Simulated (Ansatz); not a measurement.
This guess for GeF5 is about to be relaxed.

```
Ge F
1.0
     4.45626    0.00000    0.00000
    -2.22813    3.85923    0.00000
     0.00000    0.00000    4.43025
Ge F
1 5
Direct
  0.00000 0.00000 0.50000
  0.67000 0.00000 0.00000
  0.33000 0.33000 0.00000
  0.00000 0.67000 0.00000
  0.66667 0.33333 0.50000
  0.33333 0.66667 0.50000
```

Theory: DFT PBE, scalar-relativistic, plane waves, PAW in Ansatz. Cutoff 420 eV, Gaussian smearing, Γ-centred meshes. Cell and atoms relax first on a coarse mesh and then on a finer one. In between, the cell is made exact in the group found at 0.06 Å. In metals the finer mesh still leaves noise of several meV/atom or more. The steps can't lower the symmetry of their start. No spin polarisation.

A guess keeps its type if space group and coordination stay and the shape of the cell changes little (axis ratios within about 15 %, angles within 6°); the volume may change.

Task: Does this structure survive the relaxation?

Result: It doesn't keep its type. The symmetry stays P-62m (No. 189). The volume per atom grows by 4.0 %, from 12.7 to 13.2 Å³. The shortest distance goes from 2.55 Å (F–F) to 1.91 Å (Ge–F). The ratio c/a of the conventional cell changes by a factor of 0.46. Counting neighbours within 15 % of an atom's shortest distance, the start has F 12, Ge 12 and the end F 2/8, Ge 6. In detail, at the end Ge is surrounded by 6 F at 1.91 Å; F on a site of symmetry m2m is surrounded by 2 Ge at 1.91 Å, 2 F at 2.35 Å and 6 F at 2.66–2.67 Å; F on a site of symmetry -6 has 8 F at 2.66–2.67 Å (long against covalent radii, as for large ions).

```
CELL_PARAMETERS angstrom
5.85120 0.00000 0.00000
-2.92560 5.06729 0.00000
0.00000 0.00000 2.67143
ATOMIC_POSITIONS crystal
Ge 0.00000 0.00000 0.50000
F 0.76785 0.00000 0.00000
F 0.23215 0.23215 0.00000
F 0.00000 0.76785 0.00000
F 0.66667 0.33333 0.50000
F 0.33333 0.66667 0.50000
```

The last run used a 6×6×14 mesh (in the run's order of axes) for its 6-atom cell and Gaussian smearing of 0.10 eV. Weakly bound directions are ill-defined at this level, which has no dispersion term. An odd number of electrons in the primitive cell allows no gap without spin; a larger cell or a magnetic state could open one. The cell is a metal run without spin; a magnetic state may lie lower. Symmetry constrained the relaxation, so the result can be a saddle point. Another cell of GeF5 relaxed alike, in R-3m, lies 192 meV/atom lower, so this cell isn't the stable form at this level.

In counts of neighbours, a slash parts the counts of unlike sites.
